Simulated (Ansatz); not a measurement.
MoSi2 (MoSi2 type, space group I4/mmm)

```yaml
crystal:
  lattice:
    - [-1.60108, 1.60108, 3.90975]
    - [1.60108, -1.60108, 3.90975]
    - [1.60108, 1.60108, -3.90975]
  atoms:
    - { symbol: Mo, position: [0.00000, 0.00000, 0.00000] }
    - { symbol: Si, position: [0.33530, 0.33530, 0.00000] }
    - { symbol: Si, position: [0.66470, 0.66470, 0.00000] }
```

The slice is a (1 0 -1) plane (indices of the conventional cell) through the point (0.665, 0.665, 0.000) (fractional), spanned by u = [101] and v = [121] in vectors of this cell: u (3.20 Å) and v (8.45 Å, at 90° to u). It covers one period; positions are fractions (u, v).

Calculation: r2SCAN (plane waves to 500 eV, PAW, scalar-relativistic; Ansatz, a first-principles code). k mesh 14×14×14. These are valence fields of a PAW run, semicore shells included where kept as valence: close to a nucleus they are smooth pseudo fields. MoSi2 is run without spin polarisation. MoSi2 was relaxed with its symmetry unable to fall. The PAW data are Ansatz's earlier set.

Q: Sketch the valence electron density on this plane as a map.

A: 
```
|-*#+=+#*|
|##*+=+*#|
|********|
|**#%@%#*|
|###%@%##|
|********|
|=++***++|
|:-*#%#*-|
|.-*+=+*-|
|:=*- -*=|
|=+#*-*#+|
|=+*###*+|
|********|
|@%#***#%|
|@%#####%|
|********|
|**++=++*|
|%#*-:-*#|
|=+*-.-*+|
| -*=:=*-|
```
Scale: ten equal steps from -0.92 (start of ' ') to -0.23 (end of '@'), in the order ' .:-=+*#%@'. Values: log₁₀ of the valence density in e/Å³. The map has 8 points along u (one character each, u = 0 at the left) and 20 along v (v = 0 in the bottom row). The scale is logarithmic, as a density can span decades between atoms and voids.
